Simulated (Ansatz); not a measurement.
## From the elastic tensor of YHg to moduli and sound speeds

Level of theory: DFT LDA, scalar-relativistic, plane waves, PAW (Ansatz 0.2.0). Settings: 420 eV plane-wave cutoff, Γ-centred 12×12×12 mesh, Fermi-Dirac smearing of 0.15 eV. No spin polarisation.

The structure is cubic, space group Pm-3m (No. 221). The conventional cell has a = 3.624 Å, b = 3.624 Å, c = 3.624 Å, α = 90.00°, β = 90.00°, γ = 90.00°. Y (site symmetry m-3m) is surrounded by 8 Hg at 3.14 Å. Hg (site symmetry m-3m) has 8 Y at 3.14 Å as nearest neighbours.

In a metal, frequencies and elastic constants depend on the k mesh and the smearing, soft modes and shear constants most. Spin–orbit coupling is left out, which can shift energies with elements as heavy as these.

Relaxed-ion constants (GPa, on the Cartesian axes of the calculation):
```
105.5  68.9  68.9   0.0   0.0   0.0
 68.9 105.5  68.9   0.0   0.0   0.0
 68.9  68.9 105.5   0.0   0.0   0.0
  0.0   0.0   0.0  40.5   0.0   0.0
  0.0   0.0   0.0   0.0  40.5   0.0
  0.0   0.0   0.0   0.0   0.0  40.5
```

Density 10.101 g/cm³; 2 atoms in 47.59 Å³.

The values that follow are for a polycrystal of randomly turned grains, by Hill's mean where one number stands.

With S = C⁻¹: B_V = (C11+C22+C33+2(C12+C13+C23))/9, G_V = (C11+C22+C33−C12−C13−C23+3(C44+C55+C66))/15, 1/B_R = S11+S22+S33+2(S12+S13+S23), 15/G_R = 4(S11+S22+S33−S12−S13−S23)+3(S44+S55+S66); Hill is their mean. Then v_l = √((B+4G/3)/ρ), v_t = √(G/ρ), v_m = [(2/v_t³+1/v_l³)/3]^(−1/3) and Θ = (ħ/k_B)·v_m·(6π²n/V)^(1/3) for n atoms in the volume V; E = 9BG/(3B+G), ν = (3B−2G)/(2(3B+G)) and A^U = 5G_V/G_R + B_V/B_R − 6.

```json
{
 "Bulk modulus, Voigt / Reuss / Hill": "81.1 / 81.1 / 81.1 GPa",
 "Shear modulus, Voigt / Reuss / Hill": "31.6 / 27.2 / 29.4 GPa",
 "Young's modulus": "79 GPa",
 "Poisson ratio": "0.338",
 "Pugh ratio B/G": "2.76 (over 1.75, the rule of thumb for ductile)",
 "Universal anisotropy index": "0.80",
 "Longitudinal and transverse sound speeds": "3451 and 1706 m/s",
 "Debye temperature from the mean sound speed": "198 K"
}
```

Cost: 1 run of about 1.7 core-minutes, on Arm Neoverse V2 (shared hosts).